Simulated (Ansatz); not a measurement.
# What DFT gives for MgV$_{2}$O$_{6}$

```xyz
9
Lattice="4.7032 1.7750 0.0000 4.7032 -1.7750 0.0000 2.5307 0.0000 -6.3367" Properties=species:S:1:pos:R:3 pbc="T T T"
V     9.2346    0.0000   -4.1594
V     2.7025    0.0000   -2.1773
O    10.8679    0.0000   -4.5853
O     1.0691    0.0000   -1.7515
Mg    0.0000    0.0000    0.0000
O     7.6189    0.0000   -2.7552
O     4.3181    0.0000   -3.5815
O     8.3741    0.0000   -5.6188
O     3.5630    0.0000   -0.7180
```

Level: r2SCAN, no spin polarisation; 500 eV; 6×6×4 Γ-centred mesh; fermi-dirac occupations (width 0.1 eV); Ansatz 0.2.0, fixed geometry.

**Forces.** The largest is on O3 (and as large on other atoms): 1.00 eV/Å, components (-0.98, 0.00, 0.22). It makes 2° with the line to a nearest neighbour, V1 at 1.69 Å, pointing towards it.
**Stress.** The pressure is -9.6 GPa (compression positive), so with the atoms held at these fractions the cell would first shrink; the forces are large, so a full relaxation may end otherwise. The principal stresses -10.5, -10.0, -8.3 GPa differ, so its shape would change too.
**Electronic structure.** The gap is 2.77 eV, indirect (the least direct gap found is 2.80 eV). A semilocal functional usually gives too small a gap.
**Charges.** Bader charges in e: Mg +1.79, V +2.32, O -1.11 to -1.02. In the mean V gives up most and O takes most.
**Formation energy.** -2.64 eV an atom against the elements' usual phases (free molecules for gases, crystals otherwise, with no correction for O₂ or N₂), so it is bound against them; other compounds may still compete. Relaxing would lower it.
**Band edges.** Within 0.7 eV of the edges, the states project mainly on O p (96 %) below the gap and on V d (73 %) and O p (23 %) above it.
**Contacts.** V–O at 1.69 Å: least valence density 1.48 e/Å³ and ELF 0.37 there. Mg–O at 2.05 Å: least valence density 0.27 e/Å³ and ELF 0.05 there, a closed-shell (ionic or weak) contact. Both are smooth PAW fields, read partly inside the augmentation spheres.

Origin: a database entry at a rescaled volume. Caveats: no spin polarisation, so a magnetic state may lie lower.

Run time, from a saved density: 2 min on 1 thread of Arm Neoverse V1 (shared host), peak memory 0.83 GiB. The time holds forces, stress, Bader, DOS, bands, ELF.
